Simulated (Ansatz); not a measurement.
The cell below belongs to a search over invented structures; it isn't taken from experiment.

Input and command of a plane-wave DFT calculation in Ansatz:

```yaml
crystal:
  lattice:
    - [-2.61307057, 2.61307057, 4.94065338]
    - [2.61307057, -2.61307057, 4.94065338]
    - [2.61307057, 2.61307057, -4.94065338]
  atoms:
    - { symbol: Bi, position: [0.0, 0.0, 0.0] }
    - { symbol: Se, position: [0.245, 0.245, 0.0] }
    - { symbol: Se, position: [0.755, 0.755, 0.0] }
    - { symbol: Se, position: [0.5, 0.0, 0.5] }
    - { symbol: Se, position: [0.0, 0.5, 0.5] }
basis:
  ecutwfc: 420
kpoints:
  mp_grid: { grid: [4, 4, 4] }
hamiltonian:
  xc: pbe
scf:
  occupations: { method: gaussian, width: 0.2 }
  lower_state_search: "off"
output:
  forces: true
  stress: true
  eigenvalues: true
relax:
  adjacent_minimum: "off"
  f_tol: 0.08
  max_steps: 16
  cell: { stress_tol: 0.8 }
```

```bash
ansatz run input.yaml --threads 1 --pin off --max-ram 2560MiB --backend cpu --events-out ev --progress --plain --runs-dir out
```

Processor: Intel(R) Xeon(R) Processor @ 2.50GHz (Skylake/Cascade Lake), 1 thread, on a host shared with other jobs.

Q: Estimate time, memory and problem size.

A: About 2.6 min, peak memory 0.48 GiB. It solves 48 bands at 13 k points (after reduction by symmetry) with about 2759 plane waves (on the last cell), in 58 SCF iterations over 9 ionic steps.
